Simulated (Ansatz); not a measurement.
Fields on a plane of Ca3GeO (anti-perovskite)

```
Ca3GeO
1.0
    4.67028     0.00000     0.00000
    0.00000     4.67028     0.00000
    0.00000     0.00000     4.67028
Ca Ge O
3 1 1
Cartesian
  2.33514   2.33514   0.00000
  0.00000   2.33514   2.33514
  2.33514   0.00000   2.33514
  0.00000   0.00000   0.00000
  2.33514   2.33514   2.33514
```

The slice is a {210} plane (indices of the conventional cell) through the point (0.500, 0.500, 0.500) (fractional), spanned by u = [100] and v = [021] in vectors of this cell: u (4.67 Å) and v (10.44 Å, at 90° to u). It covers one period; positions are fractions (u, v).

Atoms on it: Ca at (0.00, 0.50); Ca at (0.50, 0.00); O at (0.00, 0.00).

Computed with PBEsol (plane waves to 420 eV, PAW, scalar-relativistic; Ansatz, a quantum-chemistry and plane-wave program). k mesh 10×10×10. Near the nuclei the fields are pseudised (PAW); where an atom keeps semicore shells as valence, they peak there. At this level the bands of Ca3GeO touch or barely overlap. Ca3GeO was relaxed with its symmetry unable to fall.

```
|xxx0xxxx0xx|
|xx740xx047x|
|34565445654|
|00478888740|
|00478888740|
|02687557862|
|45785115875|
|66886336886|
|24688778864|
|xx26999962x|
|xxx489984xx|
|xxx389983xx|
|xxx489984xx|
|xx26999962x|
|24688778864|
|66886336886|
|45785115875|
|02687557862|
|00478888740|
|00478888740|
|34565445654|
|xx740xx047x|
|xxx0xxxx0xx|
|xxx0xxxx0xx|
```
Scale: ten equal steps from 0.00 (start of '0') to 8.55 (end of '9'), in the order '0123456789'. Values: electrostatic potential energy of an electron, from the cell's mean, in eV. The map has 11 points along u (one character each, u = 0 at the left) and 24 along v (v = 0 in the bottom row). Points within 1 Å of a nucleus are blanked (x), as the pseudised field means little there. Values under 0 eV are set to 0. The zero, the cell's mean, hangs on the PAW cores.

```
|87426886247|
|43212552123|
|21000110001|
|21001111001|
|32111221112|
|21112332111|
|00123333210|
|00122332210|
|00112222110|
|54111111114|
|87410000147|
|99510000159|
|87410000147|
|54111111114|
|00112222110|
|00122332210|
|00123333210|
|21112332111|
|32111221112|
|21001111001|
|21000110001|
|43212552123|
|87426886247|
|98537997358|
```
Scale: ten equal steps from -1.26 (start of '0') to 0.88 (end of '9'), in the order '0123456789'. Values: log₁₀ of the valence density in e/Å³. The map has 11 points along u (one character each, u = 0 at the left) and 24 along v (v = 0 in the bottom row). The scale is logarithmic, as a density can span decades between atoms and voids.
